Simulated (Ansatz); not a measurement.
According to PBE (plane waves, PAW; program Ansatz), MgCdS$_{2}$ in the trigonal phase (P3m1; Cd on 1b, S on 1b, Mg on 1c, S on 1c) relaxes to a = 4.123 Å, c = 6.672 Å. Cd has 4 nearest neighbours from 2.55 Å (tetrahedral); S on 1b has 4 nearest neighbours from 2.49 Å (tetrahedral); Mg has 4 nearest neighbours from 2.47 Å (tetrahedral); S on 1c has 4 nearest neighbours from 2.47 Å (tetrahedral). Against the elements it lies at -1.04 eV/atom, with no fitted shifts.

It is gapped at this level: 1.92 eV (direct). The valence maximum lies at Γ and the conduction minimum at Γ. Gap from PBE with spin–orbit coupling: 1.90 eV. The electron mass is 0.19, 0.19, 0.20 mₑ (principal values).

An equation-of-state fit gives a bulk modulus of 54.0 GPa.

The start of the workflow was typed in or built on a structure type; neither database checked (COD, Materials Project) lists it. Whether it is the stable phase at ambient conditions was not checked. The cell was relaxed with PBE under the symmetry of its start; whether a distortion lowers the energy is not shown. The volume moved by 27 % from the start of the relaxation. The references are the lowest solids computed at this level, not always the standard phases. Spin–orbit coupling is left out wherever it is not named.

Potentials: the earlier of the program's two PAW sets.
